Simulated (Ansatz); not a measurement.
HfN: from a starting cell to a relaxed one

The start is a relaxed HfN cell, doubled along one cell vector, shaken by Gaussian noise of σ = 0.08 Å a coordinate. Cell shape, volume and atoms are optimised at zero target pressure with PBEsol (plane waves to 420 eV, PAW, scalar-relativistic; Ansatz, a quantum-chemistry and plane-wave program). The first steps use a coarse 8×4×4 k-mesh.

The start:
```yaml
crystal:
  lattice:
    - [3.43626, 0.00000, 0.00000]
    - [-3.43626, 5.95178, 0.00000]
    - [0.00000, 0.00000, 5.52926]
  atoms:
    - { symbol: Hf, position: [0.00105, 0.99215, 0.76926] }
    - { symbol: Hf, position: [0.96559, 0.50082, 0.78038] }
    - { symbol: Hf, position: [0.97649, 0.99617, 0.21406] }
    - { symbol: Hf, position: [0.04835, 0.52244, 0.21460] }
    - { symbol: N, position: [0.63471, 0.15850, 0.01441] }
    - { symbol: N, position: [0.67886, 0.66916, 0.00762] }
    - { symbol: N, position: [0.31904, 0.28778, 0.01817] }
    - { symbol: N, position: [0.33689, 0.80510, 0.98079] }
```

```json
{
  "energy_released": "0.99 eV/atom",
  "volume_change": "-2.5 %, from 14.14 to 13.79 Å³/atom",
  "relative_to_the_parent": "It does not go back: it reaches Fmm2 (No. 42), 0.92 eV/atom below the parent",
  "Shortest distances (start → end)": "The closest pairs of elements (up to four, under 3.6 Å), start → end: N–N 1.71 → 1.38 Å; Hf–N 2.05 → 2.21 Å; Hf–Hf 2.41 → 2.95 Å",
  "optimiser_moves": "32"
}
```

Relaxed structure:

```cif
data_Hf8N8
_chemical_formula_sum 'Hf8 N8'
_space_group_name_H-M_alt 'Fmm2'
_space_group_IT_number 42
_space_group_name_Hall 'F 2 -2'
_cell_length_a 3.80030
_cell_length_b 10.95971
_cell_length_c 5.29630
_cell_angle_alpha 90.000
_cell_angle_beta 90.000
_cell_angle_gamma 90.000
loop_
_space_group_symop_operation_xyz
  'x, y, z'
  '-x, -y, z'
  '-x, y, z'
  'x, -y, z'
  'x, y+1/2, z+1/2'
  '-x, -y+1/2, z+1/2'
  '-x, y+1/2, z+1/2'
  'x, -y+1/2, z+1/2'
  'x+1/2, y, z+1/2'
  '-x+1/2, -y, z+1/2'
  '-x+1/2, y, z+1/2'
  'x+1/2, -y, z+1/2'
  'x+1/2, y+1/2, z'
  '-x+1/2, -y+1/2, z'
  '-x+1/2, y+1/2, z'
  'x+1/2, -y+1/2, z'
loop_
_atom_site_label
_atom_site_type_symbol
_atom_site_symmetry_multiplicity
_atom_site_Wyckoff_symbol
_atom_site_fract_x
_atom_site_fract_y
_atom_site_fract_z
_atom_site_occupancy
Hf1 Hf 8 c 0.00000 0.36545 0.11053 1
N1 N 8 d 0.31781 0.00000 0.39947 1
```
(The calculation used a cell of 4 atoms; values per cell refer to that cell.)

Final values are on a 16×16×9 k-mesh of the relaxed cell. The start holds a very short contact (N–N 1.71 Å). The relaxed cell holds bonded N–N pairs (1.38 Å). No spin polarisation in the result.

The relaxed structure here is a generated cell of HfN: the first start was made by a random draw of sites in a space group, and the end was not matched to a known phase here, so it may be hypothetical. Known forms of HfN include space group No. 225.
